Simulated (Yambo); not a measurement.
Absorption of Ca2FeH6 (space group Fm-3m, No. 225) with and without the electron-hole interaction (Yambo, PBEsol bands; 8×8×8 mesh, 3 valence and 6 conduction bands, static screening with 51 bands and a 3 Ry block, scissor 1.21 eV, Tamm-Dancoff; field along x).

```tsv
E (eV)	Im ε, BSE	Im ε, independent quasiparticles
0.55	0.02	0.01
0.65	0.02	0.01
0.75	0.02	0.01
0.85	0.02	0.01
0.95	0.03	0.02
1.05	0.03	0.02
1.15	0.03	0.02
1.25	0.03	0.02
1.35	0.04	0.02
1.45	0.04	0.02
1.55	0.04	0.02
1.65	0.05	0.03
1.75	0.06	0.03
1.85	0.06	0.03
1.95	0.07	0.03
2.05	0.09	0.04
2.15	0.11	0.04
2.25	0.15	0.05
2.35	0.20	0.05
2.45	0.24	0.07
2.55	0.32	0.08
2.65	0.44	0.10
2.75	0.59	0.13
2.85	0.74	0.18
2.95	0.89	0.25
3.05	1.03	0.34
3.15	1.19	0.42
3.25	1.54	0.46
3.35	1.91	0.45
3.45	1.85	0.40
3.55	1.52	0.40
3.65	1.29	0.41
3.75	1.11	0.46
3.85	0.99	0.58
3.95	0.94	0.82
4.05	1.01	1.18
4.15	1.14	1.38
4.25	1.35	1.27
4.35	1.59	1.02
4.45	1.73	0.89
4.55	1.94	0.92
4.65	1.96	1.07
4.75	1.93	1.31
4.85	1.85	1.74
4.95	1.80	2.27
5.05	1.60	2.37
```

The scissor comes from a G0W0 run whose convergence isn't established. Broadening 0.15 eV. The band window holds all transitions up to 5.1 eV. Fine structure above the onset can come from the mesh.

Geometry of the Materials Project entry, not relaxed at this level; primitive cell a = 4.9442 Å, b = 4.9442 Å, c = 4.9442 Å, α = 60.00°, β = 60.00°, γ = 60.00°.

The structure is a Materials Project entry; no match was found in the copy of COD used, and its stability was not checked.

The runs are not spin-polarised; magnetic order was not tried.
